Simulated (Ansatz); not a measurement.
BP:
```cif
data_B2P2
_chemical_formula_sum 'B2 P2'
_space_group_name_H-M_alt 'P 1'
_space_group_IT_number 1
_cell_length_a 3.15843
_cell_length_b 3.15843
_cell_length_c 5.24156
_cell_angle_alpha 90.000
_cell_angle_beta 90.000
_cell_angle_gamma 120.000
loop_
_space_group_symop_operation_xyz
  'x, y, z'
loop_
_atom_site_label
_atom_site_type_symbol
_atom_site_fract_x
_atom_site_fract_y
_atom_site_fract_z
_atom_site_occupancy
B1 B 0.66667 0.33333 0.50048 1
B2 B 0.33333 0.66667 0.00048 1
P1 P 0.66667 0.33333 0.87452 1
P2 P 0.33333 0.66667 0.37452 1
```

Relaxed with LDA.

Question: Give the optical modes at the zone centre with their infrared and Raman activity from DFPT, DFT-LDA in the program Ansatz with PAW potentials.

Answer: Transverse frequencies, without the LO–TO term; a row sums one degenerate level.

```tsv
ω (cm⁻¹)	degeneracy	IR ((D/Å)²/amu)	Raman (Å⁴/amu)	activity	symmetry
213	2	0.00	3.3	Raman	E2
519	1	0.00	0	silent	B1
775	1	0.00	0	silent	B1
780	2	0.00	210	Raman	E2
807	1	2.55	570	IR+Raman	A1
818	2	5.04	140	IR+Raman	E1
```

Question: How high does the top mode go among those that the LO–TO term moves?

Answer: 826 cm⁻¹ for q along x, 826 cm⁻¹ for q along y, 815 cm⁻¹ for q along z.

Space group P6_3mc (wurtzite). The first step of the workflow began from a Materials Project structure, measured or hypothetical; the Crystallography Open Database copy checked does not list it. It is not the phase usual at ambient conditions (space group No. 216). The cell was relaxed with LDA under the symmetry of its start; phonons on a q-mesh show no instability.

Potentials: the earlier of the program's two PAW sets.
